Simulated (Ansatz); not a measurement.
# Ba₂CBrO₆ in Ansatz, single run

Run with:

```bash
ansatz run input.yaml --threads 1 --pin off --max-ram 2560MiB --backend cpu --events-out ev --progress --plain --runs-dir out
```

The input file (Ansatz 0.2.0, plane waves):

```yaml
crystal:
  lattice:
    - [0.0, 4.084882, 4.084882]
    - [4.084882, 0.0, 4.084882]
    - [4.084882, 4.084882, 0.0]
  atoms:
    - { symbol: Br, position: [0.5, 0.5, 0.5] }
    - { symbol: O, position: [0.765, 0.235, 0.235] }
    - { symbol: O, position: [0.235, 0.765, 0.235] }
    - { symbol: O, position: [0.235, 0.765, 0.765] }
    - { symbol: O, position: [0.765, 0.235, 0.765] }
    - { symbol: O, position: [0.235, 0.235, 0.765] }
    - { symbol: O, position: [0.765, 0.765, 0.235] }
    - { symbol: C, position: [0.0, 0.0, 0.0] }
    - { symbol: Ba, position: [0.25, 0.25, 0.25] }
    - { symbol: Ba, position: [0.75, 0.75, 0.75] }
  symmetry: { tolerance: 0.0003 }
kpoints:
  mp_grid: { grid: [4, 4, 4], shift: [0, 0, 0] }
magnetization:
  spin_polarized: false
scf:
  occupations: { method: fermi_dirac }
hamiltonian:
  pseudopotentials: { kind: paw }
  xc: r2scan
basis:
  ecutwfc: 500
  xc_grid: 1
output:
  forces: true
  stress: true
  eigenvalues: true
total_charge: 1
```

Origin of the cell: a known structure type with other elements, at an estimated volume, so it need not be a known compound.

The smearing width isn't typed, so it takes its default of 0.1 eV.

Output (shortened):

```
Pseudopotentials: kind: paw
Pseudopotential: Br, paw, valence charge 7, recommended cutoff 500 eV (meta_gga), Br.paw.azcp
Pseudopotential: O, paw, valence charge 6, recommended cutoff 500 eV (meta_gga), O.paw.azcp
Pseudopotential: C, paw, valence charge 4, recommended cutoff 500 eV (meta_gga), C.paw.azcp
Pseudopotential: Ba, paw, valence charge 10, recommended cutoff 500 eV (meta_gga), Ba.paw.azcp
Functional definition: r2SCAN
  exchange = r2scan_x(k0 = k0, k1 = k1, a1 = a1)
  correlation = r2scan_c
Crystal: 10 atoms, lattice volume = 136.323 Å³
Basis set: ecut = 500 eV, 3479 PW (Γ)
Bands: 43, of which v1, the nominal top of the filled ones, is band 33 counted from 1 (32 counted from 0)
[… 15 lines left out …]
Initial density: superposition of atomic densities (neutral atoms scaled as one to the charged cell's electrons: chi_scale 0, normalization atom), corrected by the library's trained network
Functional: x = r2scan, c = r2scan; τ floored in thin density (d = 2e-4 eV/Å³)
SCF iter   1: F=—  HF=-18383.128138 eV  Δρ=2.89e-2  dr2=1.23e0  dr2_τ=3.65e-1  defer=6
SCF iter   2: F=—  HF=-18383.092589 eV  Δρ=8.72e-3  dr2=8.58e-2  dr2_τ=6.16e-2  defer=17
SCF iter   3: F=—  HF=-18383.095641 eV  Δρ=3.38e-3  dr2=1.26e-2  dr2_τ=5.98e-4  defer=17
SCF iter   4: F=—  HF=-18383.098635 eV  Δρ=7.30e-4  dr2=1.02e-3  dr2_τ=5.57e-5  defer=17
SCF iter   5: F=—  HF=-18383.098565 eV  Δρ=3.71e-4  dr2=2.26e-4  dr2_τ=2.08e-5  defer=17
SCF iter   6: F=—  HF=-18383.098535 eV  Δρ=7.96e-5  dr2=1.56e-5  dr2_τ=2.35e-6  defer=17
SCF iter   7: F=—  HF=-18383.098620 eV  Δρ=3.93e-5  dr2=2.95e-6  dr2_τ=1.91e-7  defer=17
SCF iter   8: F=-18383.098619 eV  HF=-18383.098619 eV  Δρ=3.97e-6  dr2=3.13e-8  dr2_τ=3.24e-9
SCF 1 converged in 8 iterations: F = -18383.098619 eV  dr2 = 3.13e-8
SCF converged after 8 iterations
Free energy (F): -18383.098619 eV
Harris-Foulkes:  -18383.098619 eV  (|F-HF|=8.58e-9)
Internal energy: -18382.872629 eV  (E = F + TS)
E sigma→0 (E₀):  -18382.985624 eV
Entropy (-TS):   -0.225990 eV (-22.599 meV/atom)
Fermi energy:    7.128944 eV
--- Per-component energies (eV) ---
  E_band       = -72.213685
  E_kinetic    = 1554.990774
  E_local      = -2407.230096  (includes V_loc(G=0)·N_el)
  E_nonlocal   = 489.658862
  E_hartree    = 801.047743
  E_xc         = -1029.479784
  E_vxc        = -1079.816791  (∫ρ·V_xc dr)
  E_paw        = -13824.078937  (= ΣΔE_a)
  E_vpaw       = -296.350930  (= ΣTr[D̂ρ^β])
  E_aug_tail   = 0.006038  (compensation charges beyond the density's cutoff)
  E_vtau       = 64.429660  (kinetic-family band-sum trace: ∫τ·v_τ [+ j·A + Jᵃ·Aᵃ] dr)
  E_ewald      = -3967.553447
  E_core_change = -0.233781  (= ΣΔE_core)
  E_smearing   = -0.225990  (= −TS)
  E_deformation_potential = 17.568187  (in the stress; not in F)
  Σ components = -18383.098619   (vs F -18383.098619, Δ=0.00e0)
--- Forces (eV/Å), atoms counted from 1 ---
  atom   1  Br    -0.000000    -0.000000     0.000000
  atom   2  O     -0.540999    -0.000000     0.000000
  atom   3  O      0.000000    -0.540999     0.000000
  atom   4  O      0.540999     0.000000    -0.000000
  atom   5  O     -0.000000     0.540999    -0.000000
  atom   6  O     -0.000000    -0.000000    -0.540999
  atom   7  O      0.000000    -0.000000     0.540999
  atom   8  C     -0.000000     0.000000    -0.000000
  atom   9  Ba     0.000000     0.000000     0.000000
  atom  10  Ba     0.000000     0.000000    -0.000000
  max |Σ_I F_I| component: 3.33e-16 eV/Å
--- Stress (GPa, compression-positive) ---
       -5.715122       0.000000      -0.000000
        0.000000      -5.715122      -0.000000
        0.000000       0.000000      -5.715122
  P = ⅓ Tr σ = -5.7151 GPa (-57.151 kbar)
```

Caveats: charged cell with a uniform background, whose pressure depends on convention; no spin, though holes on the anions or broken bonds may carry moments; the k mesh is coarse if the cell is a metal.

It ran for 6.9 s on 1 thread of Arm Neoverse V2 (shared host), peak memory 0.52 GiB, from the program's own first density.
